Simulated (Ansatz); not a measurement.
Here is the system:

SiRu₂:
Space group P4/nmm, origin choice 1 (No. 129); a = 3.712 Å, b = 3.712 Å, c = 5.914 Å, α = 90.00°, β = 90.00°, γ = 90.00°

| atom | site | symmetry | x | y | z |
|---|---|---|---|---|---|
| Ru | 2a | -4m2 | 0.0000 | 0.0000 | 0.0000 |
| Ru | 2c | 4mm | 0.5000 | 0.0000 | 0.3352 |
| Si | 2c | 4mm | 0.0000 | 0.5000 | 0.2738 |

This is the PBEsol-relaxed structure.

Problem. All from DFT-PBEsol in the program Ansatz with PAW potentials, unless another level is named. Estimate the bulk modulus (Birch–Murnaghan fit).

Solution. 256 GPa.

Problem. Give the highest zone-centre frequency.

Solution. 446 cm^-1.

The cell is a constructed one: a structure type filled with these elements; neither database checked (COD, Materials Project) lists it. Its standing as an ambient phase is unchecked. The PBEsol relaxation kept the symmetry of its start; its stability against distortions is not shown here. The run is not spin-polarised. As this level gives no gap, phonon frequencies hold no LO–TO term and depend on the k-mesh and smearing (Fermi–Dirac, 0.1 eV here).

Potentials: the earlier of the program's two PAW sets. The files were generated under PBE; for other functionals the program regenerates the frozen cores, and for LDA and PBEsol the local potential too.
